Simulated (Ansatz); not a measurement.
Level of theory: Ansatz 0.2.0, DFT PBE, scalar-relativistic, plane waves, PAW. All cells share a 420 eV cutoff and Γ-centred k meshes spaced about 0.3 Å⁻¹ or finer (0.25 for metals, 2π included). No spin polarisation.

All energies are static (0 K, no zero-point motion).

Two forms of MoH3 were relaxed alike.

1.

```yaml
crystal:
  lattice:
    - [1.50073, -3.11984, 0.00000]
    - [1.50073, 3.11984, 0.00000]
    - [0.00000, 0.00000, 2.77854]
  atoms:
    - { symbol: H, position: [0.31004, 0.68996, 0.00000] }
    - { symbol: H, position: [0.68996, 0.31004, 0.00000] }
    - { symbol: H, position: [0.50000, 0.50000, 0.50000] }
    - { symbol: Mo, position: [0.00000, 0.00000, 0.00000] }
```

2.

```yaml
crystal:
  lattice:
    - [4.71600, 0.00000, 0.00000]
    - [-2.35800, 4.08417, 0.00000]
    - [0.00000, 0.00000, 2.84584]
  atoms:
    - { symbol: H, position: [0.28461, 0.00000, 0.00000] }
    - { symbol: H, position: [0.00000, 0.28461, 0.00000] }
    - { symbol: H, position: [0.71539, 0.71539, 0.00000] }
    - { symbol: H, position: [0.71539, 0.00000, 0.50000] }
    - { symbol: H, position: [0.00000, 0.71539, 0.50000] }
    - { symbol: H, position: [0.28461, 0.28461, 0.50000] }
    - { symbol: Mo, position: [0.33333, 0.66667, 0.25000] }
    - { symbol: Mo, position: [0.66667, 0.33333, 0.75000] }
```

**Question.** Which form is favoured at zero pressure, and by what margin per atom?

**Answer.** Cell 2 is lower, by 85 meV/atom. Cell 1 has space group Cmmm (No. 65), 6.5 Å³/atom and no gap on its mesh; cell 2 has space group P6_322 (No. 182), 6.9 Å³/atom and no gap. Counting H atoms around Mo (those within 1.25 times the shortest such distance or 1.15 times the sum of covalent radii, 1.27 where that leaves under three), cell 1 has Mo 10 and cell 2 has Mo 6. The lower one is the more open, so pressure narrows the difference. Even the lower one lies +0.32 eV/atom against the reference forms of the elements (uncorrected), so neither is stable at this level. In cell 1, around H on a site of symmetry m2m lie 2 H at 1.68 Å, 2 H at 1.83 Å and 3 Mo at 1.91–1.93 Å; around H on a site of symmetry mmm lie 4 H at 1.83 Å and 4 Mo at 2.05 Å; around Mo lie 10 H at 1.91–2.05 Å and 2 Mo at 2.78 Å. In cell 2, around H lie 2 Mo at 1.84 Å and 4 H at 1.96 Å; Mo has 6 H at 1.84 Å. Both come from trial cells of a structure search, whose lowest cell (P6_3/m, 6.7 Å³/atom) lies 167 meV/atom below the lower of the two.

With hydrogen, zero-point motion can shift such differences by 10 meV/atom or more. Trial moments fell under 0.15 μB along the way in Cmmm and P6_322; another start might hold them. With atoms moved at random, cell 2 (by 108 meV/atom) fell into a lower structure. Cell 1 had no clear such test and can be a saddle point. Some structure types and database cells were kept out of the candidates from the start, so a known form may be missing.
